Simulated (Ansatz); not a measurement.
AgI:
```cif
data_Ag2I2
_chemical_formula_sum 'Ag2 I2'
_space_group_name_H-M_alt 'P 1'
_space_group_IT_number 1
_cell_length_a 4.24110
_cell_length_b 4.24110
_cell_length_c 6.31334
_cell_angle_alpha 90.000
_cell_angle_beta 90.000
_cell_angle_gamma 90.000
loop_
_space_group_symop_operation_xyz
  'x, y, z'
loop_
_atom_site_label
_atom_site_type_symbol
_atom_site_fract_x
_atom_site_fract_y
_atom_site_fract_z
_atom_site_occupancy
Ag1 Ag 0.00000 0.00000 0.00000 1
Ag2 Ag 0.50000 0.50000 0.00000 1
I1 I 0.00000 0.50000 0.70452 1
I2 I 0.50000 0.00000 0.29548 1
```

Relaxed with LDA. LDA (plane waves, PAW; program Ansatz) gives a gap of 1.03 eV.

Question: What gap does HSE06 give on the same cell (Ansatz, PAW)?

Answer: 2.29 eV, 1.26 eV more. The hybrid was solved on a coarser mesh and at special points; the gap given is the minimum over both.

```json
[
 {"k": "Γ", "v1 LDA": "0.00", "c1 LDA": "1.03", "v1 HSE06": "0.00", "c1 HSE06": "2.29"},
 {"k": "Z", "v1 LDA": "-0.79", "c1 LDA": "2.98", "v1 HSE06": "[?]", "c1 HSE06": "[?]"},
 {"k": "M", "v1 LDA": "-2.04", "c1 LDA": "2.80", "v1 HSE06": "[?]", "c1 HSE06": "[?]"},
 {"k": "A", "v1 LDA": "-1.64", "c1 LDA": "4.50", "v1 HSE06": "-1.99", "c1 HSE06": "5.63"},
 {"k": "R", "v1 LDA": "-0.68", "c1 LDA": "2.10", "v1 HSE06": "[?]", "c1 HSE06": "[?]"},
 {"k": "X", "v1 LDA": "-0.75", "c1 LDA": "3.60", "v1 HSE06": "[?]", "c1 HSE06": "[?]"}
]
```

Question: Top valence (v1) and lowest conduction level (c1) in eV from each method's valence maximum (which need not be a listed point): supply the withheld HSE06 values.

Answer: 
- M, v1 HSE06: -2.34
- M, c1 HSE06: 3.82
- Z, v1 HSE06: -0.85
- Z, c1 HSE06: 4.25
- X, v1 HSE06: -0.81
- X, c1 HSE06: 4.90
- R, v1 HSE06: -0.75
- R, c1 HSE06: 3.34

Cost on shared cores: the LDA run (SCF on a 7×7×5 mesh, then bands and DOS) roughly 60 core-seconds, the HSE06 run (SCF on 5×5×4, then a few points) very roughly 5 core-minutes; the tasks are unlike.

Space group P4/nmm. The first step of the workflow began from a Materials Project structure, measured or hypothetical; the Crystallography Open Database copy checked does not list it. It is not the phase usual at ambient conditions (space group No. 186, 216). The cell was relaxed with LDA under the symmetry of its start; whether a distortion lowers the energy is not shown. No spin polarisation was allowed. A crystal of weakly bound layers computed without a dispersion correction: the cell and the soft elastic constants depend strongly on that. Spin–orbit coupling is left out wherever it is not named.

Potentials: the later of the program's two PAW sets.
